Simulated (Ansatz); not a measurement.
## How much do the gradients of Sb2Se3 depend on the method?

Cell: a COD entry (perhaps calculated rather than measured), its atoms then relaxed with PBE in this cell.

Space group Pnma (No. 62); a = 11.7940, b = 3.9860, c = 11.6480 Å.

| site | Wyckoff | site symmetry | x | y | z |
| --- | --- | --- | --- | --- | --- |
| Sb1 | 4c | .m. | 0.5255 | 0.2500 | 0.1722 |
| Sb5 | 4c | .m. | 0.6483 | 0.7500 | 0.4613 |
| Se9 | 4c | .m. | 0.6280 | 0.7500 | 0.0538 |
| Se13 | 4c | .m. | 0.7141 | 0.2500 | 0.3053 |
| Se17 | 4c | .m. | 0.4445 | 0.7500 | 0.3698 |

One atom of each set is listed.

First run. The numbers come from a DFT calculation in Ansatz (PBE, plane waves and PAW, scalar-relativistic, 420 eV cutoff, Γ-centred 3×7×3 k-points, Fermi–Dirac smearing 0.02 eV).

```csv
site,V_zz (10²¹ V/m²),η
Sb1,-10.79,0.47
Sb5,-14.07,0.01
Se9,-27.0,0.16
Se13,7.93,0.60
Se17,15.54,0.89
```

Second run. The same atoms and settings, except that the functional is PBEsol.

Q: What does the second run give?

A: 

| site | V_zz | η | change of V_zz |
| --- | --- | --- | --- |
| Sb1 | -10.41 | 0.47 | +0.38 |
| Sb5 | -13.56 | 0.01 | +0.51 |
| Se9 | -26.5 | 0.15 | +0.49 |
| Se13 | 7.73 | 0.60 | -0.20 |
| Se17 | 15.18 | 0.91 | -0.36 |

The largest change of V_zz is on Sb5, from -14.07 to -13.56. In per cent, |V_zz| changes by -4 to -3 on Sb, -3 to -2 on Se (all sites that start above 0.5).

Without spin–orbit coupling (the program notes it for Sb) the gradients can shift somewhat, as the gap is small.
For the first run: With these PAW files V_zz is typically within 2 to 3 % of all-electron values, but misses above 10 % occur on Sb.
